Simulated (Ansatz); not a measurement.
Values for one crystal, relaxed and computed with PBE (plane waves, PAW; program Ansatz); other levels are named.

* **Volume per atom**: 21.44 Å³
* **Electronic character**: metallic (no gap)
* **Gap with spin–orbit coupling**: none (metallic)
* **Pressure derivative B′**: 4.6
* **Density of states at the Fermi level**: 0.80 states/eV per atom (mean over ±0.08 eV)
* **Bulk modulus (Birch–Murnaghan fit)**: 205 GPa

Q: Which compound is it?
A. Re, hcp (Mg type)
B. Fe, bcc (W type)
C. Sn, diamond
D. Os, diamond

A: D, Os, diamond

Space group Fd-3m (diamond). The start of the workflow was typed in or built on a structure type; neither database checked (COD, Materials Project) lists it. It is not the phase usual at ambient conditions (space group No. 194). Symmetry was held in the PBE relaxation; whether a distortion lowers the energy is not shown. No spin polarisation was allowed. Spin–orbit coupling is left out wherever it is not named.

Potentials: the earlier of the program's two PAW sets.
